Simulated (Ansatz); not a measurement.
Consider the following.

HgTe (zinc blende)

```cif
data_HgTe
_chemical_formula_sum 'Te1 Hg1'
_space_group_name_H-M_alt 'P 1'
_space_group_IT_number 1
_cell_length_a 4.64812
_cell_length_b 4.64812
_cell_length_c 4.64812
_cell_angle_alpha 60.000
_cell_angle_beta 60.000
_cell_angle_gamma 60.000
loop_
_space_group_symop_operation_xyz
  'x, y, z'
loop_
_atom_site_label
_atom_site_type_symbol
_atom_site_fract_x
_atom_site_fract_y
_atom_site_fract_z
_atom_site_occupancy
Te1 Te 0.75000 0.75000 0.75000 1
Hg1 Hg 0.00000 0.00000 0.00000 1
```

The volume is varied about the relaxed value V₀ at fixed cell shape. Symmetry pins the atoms to their sites.

Calculation: r2SCAN (plane waves to 500 eV, PAW, scalar-relativistic; Ansatz, a program for electronic structure). k mesh 12×12×12 (Γ-centred), Fermi-Dirac smearing 0.05 eV. The energy includes the smearing's −TS. Stress and pressure are positive under compression. At this level the bands of HgTe touch or barely overlap. HgTe was relaxed with its symmetry unable to fall. Spin-orbit coupling is left out, though Hg and Te are heavy. The PAW data are Ansatz's earlier set. The zero of ΔE is the relaxed starting cell.

The scan covers V/V₀ from 0.900 to 1.100 in 11 points.

Task: What is ΔE at V/V₀ = 0.900?

Result: 55 meV/atom.

Task: What is ΔE at V/V₀ = 1.100?

Result: 37 meV/atom.

Task: What pressure does the cell carry at V/V₀ = 0.900?

Result: 5.5 GPa.

(Under strain, the slope of the energy per volume gives the stress and its curvature an elastic modulus.)
